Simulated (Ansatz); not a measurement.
## Zr$_{3}$TiC$_{4}$: computed properties

All numbers below come from DFT PBE, scalar-relativistic, plane waves, PAW (Ansatz 0.2.0).

Cutoff 420 eV; k points 8×8×12 on the computed 8-atom cell (Γ-centred); Gaussian smearing, width 0.10 eV; no spin polarisation.

The structure is relaxed at this level of theory with its symmetry kept, and needn't be the ground state of this composition.

Space group Cmmm (No. 65), orthorhombic, a = 6.538 Å, b = 9.243 Å, c = 3.276 Å. Zr on a site of symmetry mmm has 6 C at 2.36 Å, 2 Ti at 3.27 Å and 10 Zr at 3.27–3.28 Å; Zr on a site of symmetry 2/m is surrounded by 6 C at 2.31 Å, 8 Zr at 3.27–3.28 Å and 4 Ti at 3.27 Å; Ti has 6 C at 2.27 Å, 10 Zr at 3.27 Å and 2 Ti at 3.28 Å; C on a site of symmetry m2m has 1 Ti at 2.27 Å and 5 Zr at 2.31–2.36 Å; C on a site of symmetry 2mm is surrounded by 2 Ti at 2.27 Å and 4 Zr at 2.31–2.36 Å.

* Volume per atom: 83.5 bohr³
* Formation energy from the elements' standard states (uncorrected): -0.800 eV/atom
* Kohn–Sham band gap: none (metal)
* Density of states at the Fermi level: 1.0 states/eV per cell
* Orbital (Löwdin) character within 0.5 eV of the Fermi level: C 2p 57 %, Zr 4d 26 %, Ti 3d 13 %
* Bader charge by site (e): Zr (1 in the cell) 1.86, Zr (2 in the cell) 1.89, Ti (1 in the cell) 1.71, C (2 in the cell) -1.85, C (2 in the cell) -1.82

The cell was found from a structure generator's guess, not taken from experiment. Löwdin shares on free-atom orbitals overweight diffuse shells.
